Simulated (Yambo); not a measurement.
G0W0@PBEsol for TiCdO₃ (space group R-3, No. 148) in Yambo. Reference settings: 2×2×2 Γ-centred k mesh, bands 11 to 200 and a 7 Ry block in the screening, 200 bands in G with the Bruneval-Gonze terminator, plasmon pole fitted at 27.2 eV. The PBEsol gap F → Γ on this mesh is 3.06 eV; G0W0 gaps are taken between the same points.

The settings were changed. The gap went from 4.48 eV to 4.40 eV, and the shift of the valence edge from -0.36 eV to -0.27 eV.

Q: What was changed between the two runs?
(A) 95 bands in G
(B) wavefunctions cut at 25 Ry
(C) 95 bands in G, no terminator
(D) no terminator

A: B, wavefunctions cut at 25 Ry. The others gave (gap, valence shift): no terminator: 4.48, -0.12 eV; 95 bands in G: 4.49, -0.33 eV; 95 bands in G, no terminator: 4.45, 0.32 eV.

Spin-orbit coupling is not included.

Geometry of the Materials Project entry, not relaxed at this level; primitive cell a = 5.823 Å, b = 5.823 Å, c = 5.823 Å, α = 53.70°, β = 53.70°, γ = 53.70°.

A shift is the quasiparticle energy of the state minus its PBEsol energy.
